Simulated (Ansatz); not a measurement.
CdS (wurtzite)

```xyz
4
Lattice="4.1636 0.0000 0.0000 -2.0818 3.6057 0.0000 0.0000 0.0000 6.7672" Properties=species:S:1:pos:R:3 pbc="T T T"
Cd     2.0818     1.2019     0.0067
Cd     0.0000     2.4038     3.3903
S      2.0818     1.2019     4.2242
S      0.0000     2.4038     0.8406
```

E(V) scan at fixed shape, V₀ the volume above. The atoms relax within the cell's symmetry.

Calculation: r2SCAN (plane waves to 500 eV, PAW, scalar-relativistic; Ansatz, a quantum-chemistry and plane-wave program). k mesh 9×9×5 (Γ-centred), Fermi-Dirac smearing 0.05 eV. E stands for the smeared free energy. With the shape held, the modulus is that of even scaling; a crystal free to change shape is softer. CdS was relaxed with its symmetry unable to fall. The zero of ΔE is the relaxed starting cell.

```tsv
V (Å³/atom)	ΔE (meV/atom)
21.335	167.9
22.351	86.9
23.367	35.6
24.383	8.2
25.399	0.0
26.415	7.1
27.431	26.6
28.446	56.0
29.462	93.3
```

**Question.** What is the fitted pressure derivative B₀′?

**Answer.** 4.4.

**Question.** What bulk modulus at fixed cell shape B₀ follows from a third-order Birch-Murnaghan fit?

**Answer.** 60.3 GPa. Check by three points about V = 25.399 Å³/atom, step 1.016: d²E/dV² ≈ (8.2 − 2·0.0 + 7.1) meV / 1.016² = 0.0148 eV/Å⁶, and V·d²E/dV² × 160.2 = 60.3 GPa.

(A scan under strain: stresses follow from slopes of the energy per volume, elastic moduli from its curvatures.)
